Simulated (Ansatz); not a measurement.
MgTe:
```yaml
crystal:
  lattice:
    - [4.14397, 0.00000, 0.00000]
    - [-2.07198, 3.58878, 0.00000]
    - [0.00000, 0.00000, 3.75564]
  atoms:
    - { symbol: Mg, position: [0.00000, 0.00000, 0.00000] }
    - { symbol: Te, position: [0.66667, 0.33333, 0.50000] }
```

Relaxed with PBE. Special points in fractions of this cell's reciprocal vectors: Γ (0.000, 0.000, 0.000); M (0.500, 0.000, 0.000); K (0.333, 0.333, 0.000); A (0.000, 0.000, 0.500); L (0.500, 0.000, 0.500); H (0.333, 0.333, 0.500).

Q: List the band energies nearest the Fermi level at these points for plane-wave PAW PBE (Ansatz code).

A: In eV from the Fermi level; about four levels below and three above (degenerate sets whole), none deeper than 8.9 eV; points with the same levels are listed once.

```tsv
k	below	above
Γ	-0.88 -0.88 -0.77	0.76 3.82 4.68 4.68
M	-5.14 -1.93	0.08 1.55 4.87
K	-4.68 -3.81	0.21 4.78 5.38
A	-5.61	0.02 0.02 3.71
L	-4.20 -3.70 -0.92 -0.43	3.81 3.92 4.76
H	-3.96 -3.24 -2.51	0.06 0.99 7.08
```

Space group P-6m2. The cell is a constructed one: a structure type filled with these elements; neither database checked (COD, Materials Project) lists it. COD files the formula under space group No. 186, so this cell is another polymorph or a model. Whether it is the stable phase at ambient conditions was not checked. The cell was relaxed with PBE under the symmetry of its start; whether a distortion lowers the energy is not shown. Spin–orbit coupling is left out wherever it is not named.

Potentials: the later of the program's two PAW sets.
